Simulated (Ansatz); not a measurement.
Polymorphs of Tl, each relaxed with DFT-PBEsol in the program Ansatz with PAW potentials:

A: hcp (Mg type) (P6_3/mmc)
a = b = 3.4607 Å, c = 5.5123 Å, α = β = 90.00°, γ = 120.00°

| atom | site | symmetry | x | y | z |
|---|---|---|---|---|---|
| Tl | 2d | -6m2 | 0.6667 | 0.3333 | 0.2500 |

B: dhcp (α-La type) (P6_3/mmc)
a = 3.4335 Å, b = 3.4335 Å, c = 11.1268 Å, α = 90.00°, β = 90.00°, γ = 120.00°

```json
[
 {"atom": "Tl", "site": "2a", "symmetry": "-3m.", "x": "0.0000", "y": "0.0000", "z": "0.0000"},
 {"atom": "Tl", "site": "2c", "symmetry": "-6m2", "x": "0.3333", "y": "0.6667", "z": "0.2500"}
]
```

Question: Order them by energy per atom at 0 K (lowest first) at the level PBEsol.

Answer: A (+0 meV/atom), B (+10 meV/atom)

Not the usual ambient phase: B. All cells were relaxed under the symmetry of their starts (and spin orders); stability against distortions was not tested throughout. Scalar-relativistic: spin–orbit coupling is off unless named, which matters more the heavier the elements.

Energies hold the estimated change up to a 700 eV cutoff; steps of a few meV lie near the error of the meshes.

Potentials: the later of the program's two PAW sets.
